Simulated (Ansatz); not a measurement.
Input file for Ansatz (a quantum-chemistry and plane-wave program):

Ansatz 0.2 input:
```yaml
crystal:
  lattice:
    - [2.5064423395, 0.0, 0.0]
    - [-1.2532211697, 2.1706427391, 0.0]
    - [0.0, 0.0, 6.6170785704]
  atoms:
    - { symbol: B, position: [0.3333333333, 0.6666666667, 0.25] }
    - { symbol: B, position: [0.6666666667, 0.3333333333, 0.75] }
    - { symbol: N, position: [0.3333333333, 0.6666666667, 0.75] }
    - { symbol: N, position: [0.6666666667, 0.3333333333, 0.25] }
kpoints:
  mp_grid: { grid: [9, 9, 3] }
hamiltonian:
  xc: hse06
  pseudopotentials: { kind: paw }
scf:
  n_extra_bands: 6
  occupations: { method: fixed }
output:
  eigenvalues: true
  eigenstates:
    e_range: [-9.0, 14.3]
    kpoints:
      - [0.304688, 0.302083, 0.0]  # VBM
      - [0.0, 0.5, 0.0]  # CBM
      - [0.0, 0.0, 0.0]  # GAMMA
      - [0.0, 0.0, 0.5]  # A
      - [0.3333333333, 0.3333333333, 0.0]  # K
      - [0.3333333333, 0.3333333333, 0.5]  # H
      - [0.5, 0.0, 0.0]  # M
      - [0.5, 0.0, 0.5]  # L
```

Output (shortened):

```
Pseudopotential: B, paw, valence charge 3
Pseudopotential: N, paw, valence charge 5
Functional definition: HSE06
davidson cushion auto → on  (no smearing: the cushion is to keep the highest requested band from converging to the state above it …
Crystal: 4 atoms, lattice volume = 36.001 Å³
Basis set: ecut = 420 eV, 713 PW (Γ)
Bands: 14, of which v1, the nominal top of the filled ones, is band 8 counted from 1 (7 counted from 0)
Symmetry: 24 space group operations
Space group: P63/mmc (ITA 194), of the structure as read, at distance tolerance 3.3e-5 Å
k-points: 24 of 243
SCF iter   1: F=—  HF=-1084.803226 eV  |F-HF|=—  |Δ(HF+E_count)|=         —  Δρ=1.52e-3  dr2=2.40e-4  ethr=1.77e-3  ⟨swp⟩=2.0  Hψ=2490  notcnv=0
preconditioner: auto → none
SCF iter   2: F=-1084.804585 eV  HF=-1084.804226 eV  |F-HF|=3.59e-4  |Δ(HF+E_count)|=   1.00e-3  Δρ=7.39e-4  dr2=3.91e-5  ethr=1.50e-6  ⟨swp⟩=3.7  Hψ=1028  notcnv=0
SCF 1 stopped early in 2 iterations: F = -1084.804585 eV  dr2 = 3.91e-5
Crystal: 4 atoms, lattice volume = 36.001 Å³
Exchange kernel: α = 0.2500, screened, ω = 0.2079 Å⁻¹, Wigner–Seitz truncation, v(0) = 1045.9924 eV·Å³, q-mesh 9×9×3, nearest image of the exchange supercell L …
Frozen-core exchange: fock
SCF iter   1: F=—  HF=-1085.034120 eV  |F-HF|=—  |Δ(HF+E_count)|=         —  Δρ=7.77e-3  dr2=1.41e-2  ethr=2.44e-6  ⟨swp⟩=6.5  Hψ=1785  notcnv=0
preconditioner: auto → none
SCF iter   2: F=—  HF=-1085.029380 eV  |F-HF|=—  |Δ(HF+E_count)|=   4.74e-3  Δρ=3.65e-3  dr2=2.44e-3  ethr=2.44e-6  ⟨swp⟩=3.9  Hψ=1177  notcnv=0
SCF iter   3: F=—  HF=-1085.034564 eV  |F-HF|=—  |Δ(HF+E_count)|=   5.18e-3  Δρ=1.77e-3  dr2=9.90e-4  ethr=2.44e-6  ⟨swp⟩=3.3  Hψ=1017  notcnv=0
iter 4 solved again at ethr=7.70e-8 eV; its pass at ethr=2.44e-6 eV (dr2=1.23e-5 eV) is discarded
SCF iter   4: F=—  HF=-1085.034262 eV  |F-HF|=—  |Δ(HF+E_count)|=   3.01e-4  Δρ=2.44e-4  dr2=2.87e-5  ethr=7.70e-8  ⟨swp⟩=2.2  Hψ=1805  notcnv=0
SCF iter   5: F=—  HF=-1085.034353 eV  |F-HF|=—  |Δ(HF+E_count)|=   9.11e-5  Δρ=2.39e-4  dr2=1.70e-5  ethr=7.70e-8  ⟨swp⟩=3.3  Hψ=997  notcnv=0  defer=1
SCF iter   6: F=-1085.034349 eV  HF=-1085.034349 eV  |F-HF|=8.43e-8  |Δ(HF+E_count)|=   4.56e-6  Δρ=3.19e-5  dr2=1.57e-6  ethr=7.70e-8  ⟨swp⟩=2.6  Hψ=788  notcnv=0
SCF 2 stopped early in 6 iterations: F = -1085.034349 eV  dr2 = 1.57e-6
hybrid outer 1: dexx = +6.289e-3 eV, tail = 1.33e-5 eV
Crystal: 4 atoms, lattice volume = 36.001 Å³
Exchange kernel: α = 0.2500, screened, ω = 0.2079 Å⁻¹, Wigner–Seitz truncation, v(0) = 1045.9924 eV·Å³, q-mesh 9×9×3, nearest image of the exchange supercell L …
Frozen-core exchange: fock
SCF iter   1: F=—  HF=-1085.034432 eV  |F-HF|=—  |Δ(HF+E_count)|=         —  Δρ=4.44e-5  dr2=3.99e-7  ethr=4.15e-7  ⟨swp⟩=2.9  Hψ=815  notcnv=0
preconditioner: auto → none
iter 2 solved again at ethr=7.02e-11 eV; its pass at ethr=2.37e-9 eV (dr2=1.12e-8 eV) is discarded
SCF iter   2: F=-1085.034432 eV  HF=-1085.034432 eV  |F-HF|=8.05e-9  |Δ(HF+E_count)|=   7.16e-8  Δρ=1.11e-5  dr2=2.22e-8  ethr=7.02e-11  ⟨swp⟩=2.4  Hψ=1859  notcnv=0
SCF 3 converged in 2 iterations: F = -1085.034432 eV  dr2 = 2.22e-8
hybrid outer 2: dexx = +1.507e-7 eV, tail = 5.17e-8 eV, Δε = 1.97e-3 eV (about 1.37e-4 eV left of the loop's levels)
NSCF: frozen V_eff on 8 k-points
hybrid SCF converged: 2 outer / 8 inner (+2 warm-up), last move |dexx| = 1.51e-7 eV, tail = 5.17e-8 eV
Stability not checked (fock_operator)
Free energy (F): -1085.034432 eV
Frozen-core exchange: fock
Harris-Foulkes:  -1085.034432 eV  (|F-HF|=8.05e-9)
Internal energy: -1085.034432 eV  (E = F + TS)
E sigma→0 (E₀):  -1085.034432 eV
Fermi energy:    3.929840 eV
--- Per-component energies (eV) ---
  E_band       = -62.432517
  E_kinetic    = 366.677404
  E_local      = -687.154556  (includes V_loc(G=0)·N_el)
  E_nonlocal   = 113.597164
  E_hartree    = 221.964972
  E_xc         = -149.212038
  E_vxc        = -183.325799  (∫ρ·V_xc dr)
  E_exx        = -38.755140  (= α·E_x^exact, valence–valence)
  E_paw        = -410.207525  (= ΣΔE_a)
  E_vpaw       = -38.645440  (= ΣTr[D̂ρ^β])
  E_aug_tail   = 0.000203  (compensation charges beyond the density's cutoff)
  E_ewald      = -501.875510
  E_core_change = -0.069406  (= ΣΔE_core)
  E_smearing   =  0.000000  (= −TS)
  E_closure    = 0.000000  (closes the sum)
  Σ components = -1085.034432   (vs F -1085.034432, Δ=2.27e-13)
  [band-id]    e_kinetic+e_local+e_nonlocal+2·e_hartree+e_vxc+2·e_exx+e_vpaw+e_augmentation_tail = -62.431360   (vs E_band -62.432517, Δ=1.16e-3)
--- Band table (eV; the first three rows and the last of 24) ---
  k-point 0: bands = ["-15.6260", "-15.3071", "-2.8298", "-0.4950", "2.3703", "2.3703", "2.4123", "2.4123", "10.4107", "16.0328", "17.2423", "17.2423", "17.3866", "17.3866"]
  k-point 1: bands = ["-15.5499", "-15.3906", "-2.3317", "-1.1863", "2.3812", "2.3812", "2.4023", "2.4023", "11.6944", "14.3558", "17.2778", "17.2778", "17.3500", "17.3500"]
  k-point 2: bands = ["-15.3653", "-15.0550", "-2.4642", "-0.1668", "1.3342", "1.3754", "1.8961", "1.9459", "10.8488", "15.8595", "16.9058", "17.2278", "18.1848", "18.3386"]
  k-point 23: bands = ["-11.5190", "-11.5190", "-4.7124", "-4.6250", "-3.9950", "-3.9950", "3.9298", "3.9298", "10.0578", "10.0578", "16.5461", "18.1330", "19.4291", "19.4291"]
```

Cost: about 90 core-seconds (a rough figure) on shared cores.

The points marked VBM and CBM come from a semilocal run.

Space group P6_3/mmc. The cell was relaxed with PBE+D3(BJ) under the symmetry of its start; phonons on a q-mesh show no instability.

Potentials: the later of the program's two PAW sets.

Ansatz is a plane-wave DFT program.
